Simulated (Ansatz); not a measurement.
The cell comes from COD entry 4343790, which wasn't checked; take it as a given geometry. The listed cell was then made from it by scaling, straining or moving an atom.

An input for YSn3: DFT, PBEsol, PAW with Ansatz's default frozen-core files, scalar-relativistic (Ansatz 0.2.0). The PAW files were made with PBE; their cores are remade for this functional.

Command: `ansatz run input.yaml --threads 1 --pin off --max-ram 4096MiB --backend cpu --events-out ev --progress --plain --runs-dir out` The run took 13 s on 1 thread of Arm Neoverse V1 (shared host), peak memory 0.49 GiB.

```yaml
crystal:
  lattice:
    - [4.666, -0.02333, -0.02333]
    - [-0.02333, 4.666, -0.02333]
    - [-0.02333, -0.02333, 4.666]
  atoms:
    - { symbol: "Y", position: [0.0, 0.0, 0.0] }
    - { symbol: Sn, position: [0.0, 0.5, 0.5] }
    - { symbol: Sn, position: [0.5, 0.0, 0.5] }
    - { symbol: Sn, position: [0.5, 0.5, 0.0] }
kpoints:
  mp_grid: { grid: [8, 8, 8] }
scf:
  occupations: { method: fermi_dirac, width: 0.05 }
hamiltonian:
  xc: pbesol
  pseudopotentials: { kind: paw }
output:
  forces: true
  stress: true
  eigenvalues: true
  efg: { contact_densities: true }
```

The results part of the log:

```
SCF 1 converged in 6 iterations: F = -21646.427580 eV  dr2 = 1.08e-8
  greatest PAW one-centre occupation: 0.992 electrons in one spin orbital (limit 2), on the Y atom at site 0 (counted from 0), in its partial waves of l = 0
SCF converged after 6 iterations
Free energy (F): -21646.427580 eV
Harris-Foulkes:  -21646.427580 eV  (|F-HF|=5.82e-11)
Internal energy: -21646.406443 eV  (E = F + TS)
E sigma→0 (E₀):  -21646.417012 eV
Entropy (-TS):   -0.021137 eV (-5.284 meV/atom)
Fermi energy:    12.197544 eV
--- Per-component energies (eV) ---
  E_band       = -287.857409
  E_kinetic    = 869.104546
  E_local      = -2902.132612  (includes V_loc(G=0)·N_el)
  E_nonlocal   = -40.422291
  E_hartree    = 1697.856978
  E_xc         = -1312.207034
  E_vxc        = -492.531510  (∫ρ·V_xc dr)
  E_paw        = -14967.995757  (= ΣΔE_a)
  E_vpaw       = -1117.591034  (= ΣTr[D̂ρ^β])
  E_aug_tail   = 0.000001  (compensation charges beyond the density's cutoff)
  E_ewald      = -4991.613566
  E_core_change = 1.003292  (= ΣΔE_core)
  E_smearing   = -0.021137  (= −TS)
  E_closure    = -0.000000  (closes the sum)
  Σ components = -21646.427580   (vs F -21646.427580, Δ=0.00e0)
--- Forces (eV/Å), atoms counted from 1 ---
  atom   1  Y     -0.00000000     0.00000000     0.00000000
  atom   2  Sn     0.00000000    -0.00000000     0.00000000
  atom   3  Sn    -0.00000000    -0.00000000    -0.00000000
  atom   4  Sn    -0.00000000     0.00000000     0.00000000
  max |Σ_I F_I| component: 1.42e-29 eV/Å
--- Stress (GPa, compression-positive) ---
       -0.808931       0.283427       0.283427
        0.283427      -0.808931       0.283427
        0.283427       0.283427      -0.808931
  P = ⅓ Tr σ = -0.8089 GPa (-8.089 kbar)
--- PAW observables at the nuclei: V_zz in 10²¹ V/m², potentials from the cell's mean, atoms counted from 1 ---
  atom   1  Y  V_zz =    -0.814910   η = 0.0000   by run symmetry: allowed
            electrostatic potential = -5717.919660 V   contact ρ = 443145.625079 e/Å³
  atom   2  Sn V_zz =   +14.354699   η = 0.1429   by run symmetry: allowed
            electrostatic potential = -8175.765648 V   contact ρ = 1234620.950450 e/Å³
  atom   3  Sn V_zz =   +14.354699   η = 0.1429   by run symmetry: allowed
            electrostatic potential = -8175.765648 V   contact ρ = 1234620.950450 e/Å³
  atom   4  Sn V_zz =   +14.354699   η = 0.1429   by run symmetry: allowed
            electrostatic potential = -8175.765648 V   contact ρ = 1234620.950450 e/Å³
--- Band table (eV; the first three rows and the last of 65) ---
  k-point 0: bands = ["-30.9546", "-10.9980", "-10.9980", "-10.9902", "-9.3714", "-9.3714", "-9.3673", "-9.3616", "-9.2369", "-9.2369", "-9.1912", "-9.1912", "-9.1857", "-9.1842", "-9.1842", "-9.0841", "-9.0807", "-9.0807", "-9.0673", "1.2044", "6.9046", "6.9046", "9.0260", "9.0260", "9.1195", "13.4100", "13.4386", "13.4386", "13.5126", "13.9313", "14.1293", "14.1293"]
  k-point 1: bands = ["-30.9545", "-11.0039", "-11.0007", "-10.9939", "-9.3684", "-9.3606", "-9.3586", "-9.3531", "-9.2353", "-9.2310", "-9.1916", "-9.1889", "-9.1880", "-9.1840", "-9.1836", "-9.0941", "-9.0916", "-9.0817", "-9.0725", "1.3202", "6.2979", "6.9845", "9.0721", "9.1330", "9.5582", "12.6272", "12.8516", "12.8597", "13.4564", "13.8478", "14.2669", "14.8035"]
  k-point 2: bands = ["-30.9543", "-11.0197", "-11.0069", "-11.0010", "-9.3641", "-9.3358", "-9.3299", "-9.3244", "-9.2314", "-9.2149", "-9.2027", "-9.1945", "-9.1836", "-9.1804", "-9.1769", "-9.1247", "-9.1225", "-9.0878", "-9.0811", "1.6605", "5.2134", "7.2091", "9.1853", "9.2469", "10.4220", "11.4084", "12.2481", "12.2738", "13.5056", "14.1943", "14.8814", "15.3915"]
  k-point 64: bands = ["-30.9528", "-11.0193", "-11.0193", "-11.0106", "-9.3109", "-9.3109", "-9.2985", "-9.2802", "-9.2723", "-9.2651", "-9.2651", "-9.2006", "-9.2006", "-9.1945", "-9.1641", "-9.1641", "-9.0880", "-9.0810", "-9.0810", "4.8388", "4.8388", "4.9971", "7.0688", "8.4201", "8.4201", "8.5188", "12.8689", "14.5584", "14.5584", "15.3868", "15.3868", "15.4180"]
```
